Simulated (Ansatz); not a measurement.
**Phonon spectrum of Al4NiPd3**

All numbers below come from DFT PBE, scalar-relativistic, plane waves, PAW (Ansatz). Cutoff 420 eV, 10×10×10 k-points (Γ-centred), Fermi-Dirac smearing of 0.15 eV. No spin polarisation. Phonons by linear response, acoustic sum rule imposed.

Relaxed structure:
```
Al Ni Pd
1.0
    -3.03823    3.03823    3.03823
     3.03823   -3.03823    3.03823
     3.03823    3.03823   -3.03823
Al Ni Pd
4 1 3
Direct
  0.50000 0.50000 0.50000
  0.00000 0.50000 0.00000
  0.50000 0.00000 0.00000
  0.00000 0.00000 0.50000
  0.00000 0.00000 0.00000
  0.50000 0.00000 0.50000
  0.00000 0.50000 0.50000
  0.50000 0.50000 0.00000
```

The structure comes from a generated guess, relaxed at this level; another structure or a mixture of phases may lie lower. In a metal, frequencies and elastic constants depend on the k mesh and the smearing, soft modes and shear constants most. The q mesh is coarse, so values between its points are rough.

Force constants from linear response on a 2×2×2 q mesh.

Question: Is the structure dynamically stable on the q mesh?

Answer: Yes, on this mesh: no mode is imaginary.

Question: Give the frequencies (cm⁻¹) at the zone-boundary points of high symmetry (interpolated where a point lies off the q mesh).

Answer:
| point | q | frequencies |
| --- | --- | --- |
| H | 0.500 -0.500 0.500 | 99 99 99 100 100 100 123 123 123 160 160 160 203 203 203 255 255 255 276 291 291 291 344 344 |
| N | 0.000 0.000 0.500 | 49 60 80 90 90 94 94 105 116 121 122 124 205 209 234 245 260 262 275 278 279 305 306 312 |
| P | 0.250 0.250 0.250 | 68 68 80 80 80 88 88 88 97 122 122 122 223 223 223 237 278 278 278 278 278 294 294 294 |
